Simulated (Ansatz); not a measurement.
**Calculated with Ansatz: CsNaP2O8, relaxation**

Launch command:

```bash
ansatz run input.yaml --threads 2 --pin off --max-ram 3584MiB --backend cpu --events-out ev --progress --plain --runs-dir out
```

The input file (Ansatz 0.2.0, plane waves):

```yaml
crystal:
  lattice:
    - [4.3484, 2.618855, 0.0]
    - [4.3484, -2.618855, 0.0]
    - [0.49573, 0.0, -8.83914]
  atoms:
    - { symbol: Na, position: [0.0, 0.0, 0.5] }
    - { symbol: O, position: [0.7888, 0.7888, 0.5811] }
    - { symbol: O, position: [0.2112, 0.2112, 0.4189] }
    - { symbol: O, position: [0.6787, 0.6787, 0.851] }
    - { symbol: O, position: [0.3213, 0.3213, 0.149] }
    - { symbol: O, position: [0.3119, 0.7859, 0.6478] }
    - { symbol: O, position: [0.2141, 0.6881, 0.3522] }
    - { symbol: O, position: [0.6881, 0.2141, 0.3522] }
    - { symbol: O, position: [0.7859, 0.3119, 0.6478] }
    - { symbol: P, position: [0.6436, 0.6436, 0.6925] }
    - { symbol: P, position: [0.3564, 0.3564, 0.3075] }
    - { symbol: Cs, position: [0.0, 0.0, 0.0] }
  symmetry: { tolerance: 0.0003 }
kpoints:
  mp_grid: { grid: [4, 4, 2], shift: [0, 0, 0] }
magnetization:
  spin_polarized: false
scf:
  occupations: { method: fermi_dirac, width: 0.0114 }
  lower_state_search: "off"
hamiltonian:
  pseudopotentials: { kind: paw }
  xc: pbe
basis:
  ecutwfc: 420
  fft_grid_basis: typed
relax:
  max_steps: 60
  cell: { p_target: 5.0 }
output:
  forces: true
  stress: true
  eigenvalues: true
  populations: true
  elf: true
  write_potential: true
  volumetric_format: npy
  dos:
    e_range: [-12, 8]
    de: 0.05
    projected: { site_lists: { Cs: [Cs], Na: [Na], O: [O], P: [P] } }
  bader: false
checkpoint:
  read: saved_state
```

Origin of the cell: a known structure type with other elements, at an estimated volume, so it need not be a known compound.

The saved state is a converged single point of the same cell.

Steps («new basis» is an SCF on plane waves selected anew at the same cell):

```
step  ΔH (meV/atom)  max force component (eV/Å)  P (GPa)  volume (Å³)  SCF iterations   step was
   1            0.0                       4.139    10.76       201.32              12   accepted
   3         -140.3                       1.129     6.28       200.28              14   accepted
   5         -173.9                       0.390     5.14       192.34              10   accepted
   7         -195.6                       2.204     4.65       185.88              10   accepted
   9         -138.5                      10.150    10.64       182.59              13   rejected
  11         -273.6                       0.504     4.88       181.08              10   accepted
  13         -278.4                       0.353     4.24       185.44               9   accepted
  15         -283.7                       0.322     5.87       183.39               9   accepted
  17         -300.9                       0.817     5.58       179.25              10   accepted
  19         -331.8                       0.956     4.98       169.28               9   accepted
  21         -347.5                       0.422     5.13       161.34               8   accepted
  23         -349.9                       0.261     4.74       162.96               8   accepted
  25         -351.3                       0.098     4.99       161.03               6   accepted
  27         -351.4                       0.041     4.99       160.97               7   rejected
  29         -369.1                       0.013     6.54       160.96              10  new basis
  31         -378.2                       0.172     5.67       162.61               9   accepted
  33         -378.6                       0.064     4.86       163.14              12   accepted
  35         -378.6                       0.022     4.99       163.26               8   accepted
  37         -378.6                       0.008     4.99       163.21               7   accepted
  39         -384.7                       0.063     5.42       163.76               9   accepted
  41         -384.5                       0.047     4.99       165.12               9   accepted
  43         -384.6                       0.010     5.01       165.10               9   accepted
  45         -384.6                       0.002     4.99       165.04               9   accepted
  47         -385.9                       0.018     5.07       165.23              10   accepted
  49         -385.8                       0.012     5.00       165.50              10   accepted
  51         -386.0                       0.007     5.03       165.50              10  new basis
  53         -385.9                       0.017     4.95       165.83              13   rejected
  55         -386.1                       0.002     5.01       165.61               7  new basis
```

The starting structure.

Space group C2/m (No. 12); the run's cell has a = 5.076 Å, b = 5.076 Å, c = 8.853 Å, α = 87.25°, β = 87.25°, γ = 62.12°. Shortest distances: O–P 1.45 Å, Na–O 1.93 Å, O–O 2.47 Å, Cs–O 3.16 Å, Na–P 3.40 Å.

The relaxed structure.

Space group C2/m (No. 12); the run's cell has a = 5.368 Å, b = 5.368 Å, c = 7.631 Å, α = 60.49°, β = 60.49°, γ = 71.20°. Shortest distances: O–O 1.42 Å, O–P 1.51 Å, Na–O 2.28 Å, Cs–O 3.02 Å, Na–P 3.37 Å, P–P 3.49 Å.

```
CELL_PARAMETERS angstrom
4.20711 3.12497 -1.16174
4.20711 -3.12497 -1.16174
2.84113 0.00000 -7.08288
ATOMIC_POSITIONS crystal
Na 0.00000 0.00000 0.50000
O 0.73947 0.73947 0.49818
O 0.26053 0.26053 0.50182
O 0.58478 0.58478 0.88914
O 0.41522 0.41522 0.11086
O 0.21732 0.62403 0.74773
O 0.37597 0.78268 0.25227
O 0.78268 0.37597 0.25227
O 0.62403 0.21732 0.74773
P 0.53359 0.53359 0.70318
P 0.46641 0.46641 0.29682
Cs 0.00000 0.00000 0.00000
```

| Quantity | Value |
| --- | --- |
| Enthalpy lowered by | 386.1 meV/atom |
| Volume change | -17.74 % |
| Final pressure | 5.01 GPa |
| Relaxation steps listed | 55 |
| Gap on the mesh | none (metal) |

Caveats: no spin, though holes on the anions or broken bonds may carry moments; the k mesh is coarse if the cell is a metal; the relaxation held the start's symmetry, so the end may be a saddle point.

The run took 370 s of wall time on 2 CPU thread(s) of a shared host, from a saved density.
